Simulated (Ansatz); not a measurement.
A relaxation computed with Ansatz, from input to last step.

```yaml
crystal:
  lattice:
    - [6.3969138177, 0.0, 0.0]
    - [0.0, 7.08614444, 0.0]
    - [0.0, 0.0, 4.5986899607]
  atoms:
    - { symbol: Al, position: [0.0118785747, 0.25, 0.9148645922] }
    - { symbol: Al, position: [0.1720994636, 0.4428284475, 0.369435304] }
    - { symbol: Al, position: [0.1720994636, 0.0571715525, 0.369435304] }
    - { symbol: Al, position: [0.3279005364, 0.5571715525, 0.869435304] }
    - { symbol: Al, position: [0.6720994636, 0.4428284475, 0.130564696] }
    - { symbol: Al, position: [0.8279005364, 0.9428284475, 0.630564696] }
    - { symbol: Al, position: [0.6720994636, 0.0571715525, 0.130564696] }
    - { symbol: Al, position: [0.8279005364, 0.5571715525, 0.630564696] }
    - { symbol: Al, position: [0.3279005364, 0.9428284475, 0.869435304] }
    - { symbol: Al, position: [0.5118785747, 0.25, 0.5851354078] }
    - { symbol: Al, position: [0.9881214253, 0.75, 0.0851354078] }
    - { symbol: Al, position: [0.4881214253, 0.75, 0.4148645922] }
    - { symbol: Ni, position: [0.8713310747, 0.25, 0.4425154496] }
    - { symbol: Ni, position: [0.3713310747, 0.25, 0.0574845504] }
    - { symbol: Ni, position: [0.1286689253, 0.75, 0.5574845504] }
    - { symbol: Ni, position: [0.6286689253, 0.75, 0.9425154496] }
basis:
  ecutwfc: 500
kpoints:
  mp_grid: { grid: [6, 6, 8] }
hamiltonian:
  xc: r2scan
scf:
  occupations: { method: gaussian, width: 0.1 }
output:
  forces: true
  stress: true
  eigenvalues: true
  write_density: true
  write_potential: true
  elf: true
  volumetric_format: npy
relax:
  adjacent_minimum: "off"
  f_tol: 0.01
  max_steps: 30
  cell: { stress_tol: 0.1, fix: [volume] }
```

```bash
ansatz run input.yaml --threads 4 --pin off --max-ram 10240MiB --backend cpu --events-out ev --progress --plain --runs-dir out
```

Level of theory: DFT r2SCAN, scalar-relativistic, plane waves, PAW (Ansatz 0.2.0).

The volume is held at 0.91 times that of the relaxed cell.

Of 4 frames 3 are shown, positions in Å and forces in eV/Å; the SCF threshold varies from step to step. Steps run on the plane waves of an earlier cell, with a Pulay correction in the pressure. The basis is chosen afresh for the last frame, the zero of the energies, and at times for earlier ones too; energy and pressure can step there, also at an unchanged geometry. Where two frames share a geometry here, they differ by under 2 meV/atom and 0.3 GPa. Spin polarisation was left out; whether the Ni atoms would carry moments isn't shown by this run.

```xyz
16
Lattice="6.3969 0.0000 0.0000 0.0000 7.0861 0.0000 0.0000 0.0000 4.5987" Properties=species:S:1:pos:R:3:forces:R:3 pbc="T T T" step=1 free_energy_over_end_meV_per_atom=0.07 pressure_GPa=14.52
Al    0.0760    1.7715    4.2072    0.0134    0.0000   -0.0091
Al    1.1009    3.1379    1.6989    0.0223    0.0079    0.0163
Al    1.1009    0.4051    1.6989    0.0223   -0.0079    0.0163
Al    2.0976    3.9482    3.9983   -0.0223   -0.0079    0.0163
Al    4.2994    3.1379    0.6004    0.0223    0.0079   -0.0163
Al    5.2960    6.6810    2.8998   -0.0223    0.0079   -0.0163
Al    4.2994    0.4051    0.6004    0.0223   -0.0079   -0.0163
Al    5.2960    3.9482    2.8998   -0.0223   -0.0079   -0.0163
Al    2.0976    6.6810    3.9983   -0.0223    0.0079    0.0163
Al    3.2744    1.7715    2.6909    0.0134    0.0000    0.0091
Al    6.3209    5.3146    0.3915   -0.0134    0.0000    0.0091
Al    3.1225    5.3146    1.9078   -0.0134    0.0000   -0.0091
Ni    5.5738    1.7715    2.0350    0.0083    0.0000    0.0084
Ni    2.3754    1.7715    0.2644    0.0083    0.0000   -0.0084
Ni    0.8231    5.3146    2.5637   -0.0083    0.0000   -0.0084
Ni    4.0215    5.3146    4.3343   -0.0083    0.0000    0.0084
16
Lattice="6.3976 0.0000 0.0000 0.0000 7.0879 0.0000 0.0000 0.0000 4.5971" Properties=species:S:1:pos:R:3:forces:R:3 pbc="T T T" step=2 free_energy_over_end_meV_per_atom=0.02 pressure_GPa=14.50
Al    0.0795    1.7720    4.2046    0.0041    0.0000   -0.0010
Al    1.1036    3.1388    1.7009    0.0074   -0.0003    0.0107
Al    1.1036    0.4051    1.7009    0.0074    0.0003    0.0107
Al    2.0952    3.9491    3.9994   -0.0074    0.0003    0.0107
Al    4.3024    3.1388    0.5976    0.0074   -0.0003   -0.0107
Al    5.2940    6.6827    2.8962   -0.0074   -0.0003   -0.0107
Al    4.3024    0.4051    0.5976    0.0074    0.0003   -0.0107
Al    5.2940    3.9491    2.8962   -0.0074    0.0003   -0.0107
Al    2.0952    6.6827    3.9994   -0.0074   -0.0003    0.0107
Al    3.2784    1.7720    2.6910    0.0041    0.0000    0.0010
Al    6.3181    5.3159    0.3925   -0.0041    0.0000    0.0010
Al    3.1193    5.3159    1.9061   -0.0041    0.0000   -0.0010
Ni    5.5767    1.7720    2.0333    0.0036    0.0000    0.0036
Ni    2.3779    1.7720    0.2653    0.0036    0.0000   -0.0036
Ni    0.8210    5.3159    2.5638   -0.0036    0.0000   -0.0036
Ni    4.0198    5.3159    4.3318   -0.0036    0.0000    0.0036
16
Lattice="6.3989 0.0000 0.0000 0.0000 7.0882 0.0000 0.0000 0.0000 4.5959" Properties=species:S:1:pos:R:3:forces:R:3 pbc="T T T" step=4 free_energy_over_end_meV_per_atom=0.00 pressure_GPa=14.48
Al    0.0817    1.7720    4.2031    0.0015    0.0000    0.0030
Al    1.1057    3.1381    1.7039   -0.0017   -0.0004    0.0014
Al    1.1057    0.4059    1.7039   -0.0017    0.0004    0.0014
Al    2.0937    3.9500    4.0019    0.0017    0.0004    0.0014
Al    4.3052    3.1381    0.5940   -0.0017   -0.0004   -0.0014
Al    5.2932    6.6822    2.8920    0.0017   -0.0004   -0.0014
Al    4.3052    0.4059    0.5940   -0.0017    0.0004   -0.0014
Al    5.2932    3.9500    2.8920    0.0017    0.0004   -0.0014
Al    2.0937    6.6822    4.0019    0.0017   -0.0004    0.0014
Al    3.2812    1.7720    2.6908    0.0015    0.0000   -0.0030
Al    6.3173    5.3161    0.3928   -0.0015    0.0000   -0.0030
Al    3.1178    5.3161    1.9052   -0.0015    0.0000    0.0030
Ni    5.5789    1.7720    2.0321   -0.0003    0.0000   -0.0001
Ni    2.3794    1.7720    0.2659   -0.0003    0.0000    0.0001
Ni    0.8201    5.3161    2.5638    0.0003    0.0000    0.0001
Ni    4.0196    5.3161    4.3301    0.0003    0.0000   -0.0001
```

The run took 100 s on 4 threads of Oxide Virtual Turin-like Processor (Zen 5), with other jobs on the host, peak memory 1.8 GiB.